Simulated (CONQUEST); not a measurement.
Set-up for a self-consistent single point of Zn3CdS4 (P-43m, 8 atoms in the cell; from Materials Project mp-981379, changed as shown).

```yaml
crystal:
  lattice:
    - [5.57189, 0.00000, 0.00000]
    - [0.00000, 5.57189, 0.00000]
    - [0.00000, 0.00000, 5.57189]
  atoms:
    - { symbol: Zn, position: [0.00000, 0.50000, 0.50000] }
    - { symbol: Zn, position: [0.50000, 0.00000, 0.50000] }
    - { symbol: Zn, position: [0.50000, 0.50000, 0.00000] }
    - { symbol: Cd, position: [0.00000, 0.00000, 0.00000] }
    - { symbol: S, position: [0.26268, 0.26268, 0.26268] }
    - { symbol: S, position: [0.26268, 0.73732, 0.73732] }
    - { symbol: S, position: [0.73732, 0.73732, 0.26268] }
    - { symbol: S, position: [0.73732, 0.26268, 0.73732] }
```

Method: PBEsol, numerical atomic orbitals double-zeta with polarisation (the shipped basis), PseudoDojo norm-conserving potentials made for PBEsol (CONQUEST).

CONQUEST settings:

| key | value |
|---|---|
| basis | DZP |
| Diag.MPMeshX, Y, Z | 5 5 5 |
| potentials | PseudoDojo norm-conserving PBEsol |
| Grid.GridCutoff | 175 Ha |
| DM.SolutionMethod | diagon |
| Diag.kT | 0.0001 Ha |
| Diag.GammaCentred | true |
| minE.SCTolerance | 1.0e-06 |
| SC.MaxIters | 100 |
| SC.LinearMixingFactor | 0.5 |
| AtomMove.TypeOfRun | static |

Results:

| Item | Value |
|---|---|
| Number of valence electrons | 104 |
| Number of bands | 128 |
| Number of k-points after the program's reduction | 63 |
| Size of the basis | 128 |
| Number of SCF iterations | 7 |
| FFT grid | 64 × 64 × 64 |
| Free energy E − TS | -23025.1003 eV |
| Pressure | -1.76 GPa |
| Largest force (vector length) | 0.106 eV/Å |

Forces (eV/Å):
```json
[
 {"atom": "Zn1", "Fx": "0.000", "Fy": "0.000", "Fz": "0.000"},
 {"atom": "Zn2", "Fx": "0.000", "Fy": "0.000", "Fz": "0.000"},
 {"atom": "Zn3", "Fx": "0.000", "Fy": "0.000", "Fz": "0.000"},
 {"atom": "Cd4", "Fx": "0.000", "Fy": "0.000", "Fz": "0.000"},
 {"atom": "S5", "Fx": "-0.061", "Fy": "-0.061", "Fz": "-0.061"},
 {"atom": "S6", "Fx": "-0.061", "Fy": "0.061", "Fz": "0.061"},
 {"atom": "S7", "Fx": "0.061", "Fy": "0.061", "Fz": "-0.061"},
 {"atom": "S8", "Fx": "0.061", "Fy": "-0.061", "Fz": "0.061"}
]
```

Stress (GPa, positive for compression):
```
-1.76   0.00   0.00
 0.00  -1.76   0.00
 0.00   0.00  -1.76
```

For comparison: a first run was changed to give this one (volume scaled by 1.01), and from it to this one the free energy rises by 2.0 meV/atom, the pressure goes from -1.14 to -1.76 GPa and the largest force moves little (0.102 to 0.106 eV/Å).

The program uses no crystal symmetry, so grid and mesh can part values that symmetry would make equal. The atom-centred basis is finite, which shifts total energies, pressures and forces against plane waves. The structure comes from a collection of computed structures, made at another level of theory; the collection holds predicted forms beside known ones. Its lattice was then scaled.

Cost on one core: very roughly 40 core-seconds.
